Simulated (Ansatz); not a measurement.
Theory: Ansatz 0.2.0, DFT PBE, scalar-relativistic, plane waves, PAW. Settings: cutoff 420 eV, Γ-centred meshes spaced at most about 0.3 Å⁻¹, and about 0.25 Å⁻¹ or finer for metals (2π included), Gaussian smearing. Collinear spin in cells that started with moments and kept them past the coarse steps, no spin elsewhere.

Temperature and zero-point effects are left out.

Two relaxed structures of Al3VN4:

A. (site moments V 0.7 μB)

Space group P4/mmm (No. 123). a = 2.866 Å, b = 2.866 Å, c = 8.378 Å, α = 90.00°, β = 90.00°, γ = 90.00°
| atom | site | symmetry | x | y | z |
| --- | --- | --- | --- | --- | --- |
| Al | 2g | 4mm | 0.0000 | 0.0000 | 0.7543 |
| Al | 1c | 4/mmm | 0.5000 | 0.5000 | 0.0000 |
| V | 1d | 4/mmm | 0.5000 | 0.5000 | 0.5000 |
| N | 1a | 4/mmm | 0.0000 | 0.0000 | 0.0000 |
| N | 2h | 4mm | 0.5000 | 0.5000 | 0.2432 |
| N | 1b | 4/mmm | 0.0000 | 0.0000 | 0.5000 |

B. (site moments V 1.0 μB)

Space group Pm-3m (No. 221). a = 4.105 Å, b = 4.105 Å, c = 4.105 Å, α = 90.00°, β = 90.00°, γ = 90.00°
```
atom  site  symmetry       x       y       z
  Al    3d    4/mm.m  0.5000  0.0000  0.0000
   V    1b      m-3m  0.5000  0.5000  0.5000
   N    3c    4/mm.m  0.0000  0.5000  0.5000
   N    1a      m-3m  0.0000  0.0000  0.0000
```

**Question.** Which placement of the atoms is lower in energy, and by how much?

**Answer.** A is lower, by 46 meV/atom. The two share one framework of sites and differ in which element sits where. A has Al and V ordered on rock salt sites, space group P4/mmm (No. 123), 8.6 Å³/atom and no gap on its mesh; B has Al and V ordered on rock salt sites, space group Pm-3m (No. 221), 8.6 Å³/atom and no gap. Counting N atoms around Al and V (those within 1.25 times the shortest such distance or 1.15 times the sum of covalent radii), A and B both have Al 6, V 6. Both come from invented guesses.

The magnetic state reached may not be the lowest. Cells relaxed within their symmetry can be saddle points.
